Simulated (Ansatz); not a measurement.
TcIr:
```cif
data_IrTc
_chemical_formula_sum 'Tc1 Ir1'
_space_group_name_H-M_alt 'P 1'
_space_group_IT_number 1
_cell_length_a 2.73435
_cell_length_b 2.73435
_cell_length_c 4.35219
_cell_angle_alpha 90.000
_cell_angle_beta 90.000
_cell_angle_gamma 120.000
loop_
_space_group_symop_operation_xyz
  'x, y, z'
loop_
_atom_site_label
_atom_site_type_symbol
_atom_site_fract_x
_atom_site_fract_y
_atom_site_fract_z
_atom_site_occupancy
Tc1 Tc 0.00000 0.00000 0.00000 1
Ir1 Ir 0.33333 0.66667 0.50000 1
```

Relaxed with r²SCAN.

Problem. Which orbitals make up the states near the Fermi level in the program Ansatz at the r²SCAN level (PAW)?

Solution. Within 0.5 eV of the Fermi level: Tc 4d 56 %, Ir 5d 36 %. Projections are on Löwdin-orthogonalised atomic valence shells; empty p or d shells of many metals are not among them.

Problem. Tabulate the density of states.

Solution. States/eV per cell of 2 atoms, in 0.25 eV bins, energy from the Fermi level.

```
E (eV)  total  Ir 5d  Tc 4d  Ir 6s
------  -----  -----  -----  -----
-7.85    0.30   0.04   0.02   0.16
-7.60    0.62   0.22   0.10   0.22
-7.35    1.65   0.82   0.31   0.39
-7.10    1.15   0.53   0.24   0.27
-6.85    1.07   0.53   0.26   0.17
-6.60    1.68   0.93   0.47   0.12
-6.35    2.32   1.34   0.69   0.08
-6.10    2.46   1.43   0.68   0.06
-5.85    2.45   1.38   0.66   0.08
-5.60    1.85   1.02   0.53   0.08
-5.35    3.38   1.97   1.03   0.20
-5.10    2.10   1.36   0.54   0.11
-4.85    1.10   0.75   0.27   0.02
-4.60    1.76   1.06   0.58   0.03
-4.35    2.68   1.36   1.10   0.06
-4.10    2.46   1.24   0.99   0.08
-3.85    2.02   1.36   0.49   0.06
-3.60    2.62   1.52   0.88   0.08
-3.35    2.48   1.37   0.92   0.06
-3.10    1.61   0.93   0.57   0.04
-2.85    2.13   1.14   0.83   0.04
-2.60    3.85   1.69   1.94   0.06
-2.35    2.41   1.16   1.09   0.04
-2.10    2.64   1.23   1.20   0.04
-1.85    2.53   0.91   1.33   0.05
-1.60    2.09   0.68   1.15   0.05
-1.35    1.84   0.61   1.03   0.04
-1.10    1.53   0.50   0.85   0.03
-0.85    1.55   0.50   0.88   0.03
-0.60    1.52   0.51   0.87   0.02
-0.35    1.48   0.51   0.85   0.02
-0.10    1.42   0.50   0.80   0.01
0.15     1.46   0.55   0.81   0.01
0.40     1.42   0.53   0.78   0.01
0.65     1.51   0.57   0.84   0.01
0.90     2.09   0.89   1.11   0.03
1.15     2.36   0.98   1.27   0.04
1.40     2.32   0.85   1.34   0.04
1.65     2.50   0.80   1.57   0.05
1.90     3.13   1.00   1.97   0.07
2.15     2.60   0.79   1.63   0.08
2.40     0.96   0.18   0.64   0.06
2.65     0.79   0.11   0.52   0.07
2.90     0.73   0.09   0.45   0.07
3.15     0.61   0.09   0.30   0.08
3.40     0.57   0.09   0.24   0.09
3.65     0.56   0.08   0.21   0.10
3.90     0.56   0.08   0.18   0.10
4.15     0.53   0.07   0.15   0.10
4.40     0.50   0.06   0.13   0.10
4.65     0.48   0.06   0.11   0.10
```

Space group P-6m2. The first step of the workflow began from a Materials Project structure, measured or hypothetical; the Crystallography Open Database copy checked does not list it. With Tc and Ir taken as one species the cell has the higher symmetry P6_3/mmc, so it may be an ordered model of a mixed-site phase. Whether it is the stable phase at ambient conditions was not checked. The r²SCAN relaxation kept the symmetry of its start; its stability against distortions is not shown here. The run is not spin-polarised. Spin–orbit coupling is left out wherever it is not named.

Potentials: the later of the program's two PAW sets.
